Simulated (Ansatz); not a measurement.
# LaTiCdO$_{4}$: reading a single point

```yaml
crystal:
  lattice:
    - [3.83853, 0.00000, 0.00000]
    - [0.00000, 3.83853, 0.00000]
    - [0.00000, 0.00000, 13.59905]
  atoms:
    - { symbol: O, position: [0.00000, 0.00000, 0.24100] }
    - { symbol: O, position: [0.50000, 0.50000, 0.24100] }
    - { symbol: O, position: [0.50000, 0.50000, 0.75900] }
    - { symbol: O, position: [0.00000, 0.00000, 0.75900] }
    - { symbol: Cd, position: [0.00000, 0.50000, 0.58060] }
    - { symbol: Cd, position: [0.50000, 0.00000, 0.41940] }
    - { symbol: La, position: [0.00000, 0.50000, 0.89080] }
    - { symbol: La, position: [0.50000, 0.00000, 0.10920] }
    - { symbol: Ti, position: [0.00000, 0.50000, 0.27600] }
    - { symbol: Ti, position: [0.50000, 0.00000, 0.72400] }
    - { symbol: O, position: [0.00000, 0.50000, 0.07700] }
    - { symbol: O, position: [0.50000, 0.00000, 0.92300] }
    - { symbol: O, position: [0.00000, 0.50000, 0.40400] }
    - { symbol: O, position: [0.50000, 0.00000, 0.59600] }
```

Single point in Ansatz 0.2.0 with r2SCAN, no spin polarisation. Cutoff 500 eV, PAW datasets, 9×9×3 Γ-centred k mesh, cold filling (width 0.1264 eV).

Question: Which element gives electrons and which takes them?

Answer: Bader charges in e: La +2.14, Ti +2.26, Cd +0.81, O -1.43 to -1.18. In the mean Ti gives up most and O takes most.

Question: What does the stress say?

Answer: The pressure is -5.6 GPa (compression positive), so with the atoms held at these fractions the cell would first shrink; the forces are large, so a full relaxation may end otherwise. The principal stresses -7.1, -7.1, -2.7 GPa differ, so its shape would change too.

Question: Which atom feels the largest force, and which way?

Answer: The largest is on Ti9 (and as large on other atoms): 1.63 eV/Å, components (0.00, 0.00, -1.63). It makes 180° with the line to a nearest neighbour, O13 at 1.74 Å, pointing away from it.

Question: What happens at the Fermi level?

Answer: It is a metal, with about 3.7 states/eV a cell as the mean within 0.25 eV of the Fermi level, mostly Cd s (56 %) and Ti d (24 %).

Origin: a known structure type with other elements, at an estimated volume, so it need not be a known compound. Caveats: many states at the Fermi level without spin polarisation, so a magnetic state may lie lower; correlation that this level lacks may open a gap in such a compound; atoms or cell far from equilibrium; f levels without a U or exact exchange are poorly placed.
